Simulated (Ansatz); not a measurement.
A distorted cell of SrO (rock salt):

```
CELL_PARAMETERS angstrom
      0.00000     2.56110     2.56110
      2.56110     0.00000     2.56110
      2.56110     2.56110     0.00000
ATOMIC_POSITIONS crystal
  O  0.00000 0.00000 0.00000
  Sr 0.58679 0.58679 0.58679
```

Computed with PBEsol (plane waves to 420 eV, PAW, scalar-relativistic; Ansatz, a first-principles code). k mesh 9×9×9 (Γ-centred), Fermi-Dirac smearing 0.05 eV. E stands for the smeared free energy. Stress and pressure are positive under compression. SrO was relaxed with its symmetry unable to fall.

Question: What forces act on the atoms (eV/Å, Cartesian)?

Answer: 
```tsv
atom	Fx	Fy	Fz
O1	1.144	1.144	1.144
Sr2	-1.144	-1.144	-1.144
```

Question: What is the stress tensor (GPa)?

Answer: 
```
   15.1     -5.5     -5.5
   -5.5     15.1     -5.5
   -5.5     -5.5     15.1
```
The pressure, a third of the trace, is 15.1 GPa.

Question: In it atom 2 sits (0.445, 0.445, 0.445) Å away from its relaxed site. What is its energy relative to the relaxed cell?

Answer: 744 meV/cell.

(For displaced atoms, the force is minus the slope of the energy, and its curvature is a force constant, which sets phonon frequencies.)
